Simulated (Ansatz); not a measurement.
Structures of Sr4TaIr: which is lowest?

Plane-wave DFT in Ansatz with scalar-relativistic PAW potentials, cutoff 420 eV, Γ-centred meshes chosen by cell and gap, Gaussian smearing with energies taken to zero width. Every cell was relaxed (cell and atoms) in a run of its own, within the symmetry of its start. Functional: PBE.

Relaxed structures (starts from databases or built by putting these elements on another compound's sites):
A. P4/mmm, 6 atoms in the computed cell, a = 5.445 Å, c = 9.602 Å; sites (symmetry × multiplicity) Sr 4mm × 2 + mmm. × 2, Ta 4/mmm × 1, Ir 4/mmm × 1; start: built
B. F-43m, 6 atoms in the computed cell, a = 9.053 Å; sites (symmetry × multiplicity) Sr .3m × 16, Ta -43m × 4, Ir -43m × 4; start: built

Rank them by energy. Could pressure change the order?

```tsv
structure	group	E − E(lowest) (meV/atom)	V (Å³/atom)	gap on mesh (eV)
B	F-43m	0.0	30.92	0.00
A	P4/mmm	258	47.45	0.00
```

B is lowest, 258 meV/atom under A. The lowest is also the densest of these, so pressure wouldn't bring one of the others in at first order. Other structures may lie lower than all of these, and vibrations aren't counted.

Spin-orbit coupling is left out, which matters for the bands of heavy elements.